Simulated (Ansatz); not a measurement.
ZrHg (space group P4/mmm)

```yaml
crystal:
  lattice:
    - [3.10973, 0.00000, 0.00000]
    - [0.00000, 3.10973, 0.00000]
    - [0.00000, 0.00000, 4.23500]
  atoms:
    - { symbol: Zr, position: [0.50000, 0.50000, 0.50000] }
    - { symbol: Hg, position: [0.00000, 0.00000, 0.00000] }
```

The slice is a (0 -1 1) plane (indices of the conventional cell) through the point (0.000, 0.000, 0.000) (fractional), spanned by u = [100] and v = [011] in vectors of this cell: u (3.11 Å) and v (5.25 Å, at 90° to u). It covers one period; positions are fractions (u, v).

Computed with PBEsol (plane waves to 420 eV, PAW, scalar-relativistic; Ansatz, a program for electronic structure). k mesh 15×15×11. Near the nuclei the fields are pseudised (PAW); where an atom keeps semicore shells as valence, they peak there. Spin-orbit coupling is left out, though Hg is heavy. ZrHg is run without spin polarisation. ZrHg was relaxed with its symmetry unable to fall.

Task: What is the ELF at the density minimum of the shortest Zr–Hg line in this plane (3.05 Å)?

Result: 0.2.

Task: What is the valence density on the shortest Zr–Hg line in this plane (3.05 Å), at its minimum between the atoms?

Result: 0.21 e/Å³.

Task: Predict the map of the valence electron density on the slice.

Result: 
```
|@@@%#+-:.  .:-+#%@@|
|@@%#*=-..  ..-=*#%@|
|%%#*+-:.    .:-+*#%|
|#**+=-:.    .:-=+**|
|++=--:.      .:--=+|
|---::.        .::--|
|:::..          ..::|
|....            ...|
|        ....       |
|      .::::::.     |
|    ..:-====-:..   |
|    .:=++++++=:.   |
|   .:-+******+-:.  |
|   .-=+******+=-.  |
|  .:-+********+-:. |
|  .:-+********+-:. |
|  .:-+********+-:. |
|   .-=+******+=-.  |
|   .:-+******+-:.  |
|    .:=++++++=:.   |
|    ..:-====-:..   |
|      .::::::.     |
|        ....       |
|....            ...|
|:::..          ..::|
|---::.        .::--|
|++=--:.      .:--=+|
|#**+=-:.    .:-=+**|
|%%#*+-:.    .:-+*#%|
|@@%#*=-..  ..-=*#%@|
|@@@%#+-:.  .:-+#%@@|
|@@@%#+-:.  .:-+#%@@|
```
Scale: ten equal steps from -0.80 (start of ' ') to 1.24 (end of '@'), in the order ' .:-=+*#%@'. Values: log₁₀ of the valence density in e/Å³. The map has 19 points along u (one character each, u = 0 at the left) and 32 along v (v = 0 in the bottom row). The scale is logarithmic, as a density can span decades between atoms and voids.
